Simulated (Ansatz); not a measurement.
LiNbO3:
```cif
data_Li6Nb6O18
_chemical_formula_sum 'Li6 Nb6 O18'
_space_group_name_H-M_alt 'R3c :H'
_space_group_IT_number 161
_space_group_name_Hall 'R 3 -2"c'
_cell_length_a 5.13733
_cell_length_b 5.13733
_cell_length_c 13.88648
_cell_angle_alpha 90.000
_cell_angle_beta 90.000
_cell_angle_gamma 120.000
loop_
_atom_site_label
_atom_site_type_symbol
_atom_site_symmetry_multiplicity
_atom_site_Wyckoff_symbol
_atom_site_fract_x
_atom_site_fract_y
_atom_site_fract_z
_atom_site_occupancy
Li1 Li 6 a 0.00000 0.00000 0.20223 1
Nb1 Nb 6 a 0.00000 0.00000 0.48413 1
O1 O 18 b 0.01018 0.37795 0.25445 1
```
(The calculation used a cell of 10 atoms; values per cell refer to that cell.)

Relaxed with r²SCAN.

### Question
Tabulate the valence density and the electron localisation function along the shortest Li–Nb contact (3.03 Å), r²SCAN in the plane-wave PAW code Ansatz.

### Answer


| distance from Li (Å) | density (e/Å³) | ELF |
|---|---|---|
| 0.30 | 4.51 | 1.00 |
| 0.45 | 1.58 | 0.82 |
| 0.61 | 0.30 | 0.17 |
| 0.76 | 0.08 | 0.01 |
| 0.91 | 0.07 | 0.01 |
| 1.06 | 0.07 | 0.03 |
| 1.21 | 0.08 | 0.04 |
| 1.36 | 0.09 | 0.05 |
| 1.51 | 0.11 | 0.05 |
| 1.67 | 0.14 | 0.05 |
| 1.82 | 0.19 | 0.06 |
| 1.97 | 0.34 | 0.12 |
| 2.12 | 0.77 | 0.37 |
| 2.27 | 1.75 | 0.66 |
| 2.42 | 3.26 | 0.77 |
| 2.57 | 4.68 | 0.72 |
| 2.73 | 5.09 | 0.49 |

The density is the valence pseudo-density with augmentation charge, so density and ELF within about 1 Å of a nucleus are not all-electron values.

The cell was relaxed with r²SCAN under the symmetry of its start. No spin polarisation was allowed.

Potentials: the later of the program's two PAW sets.
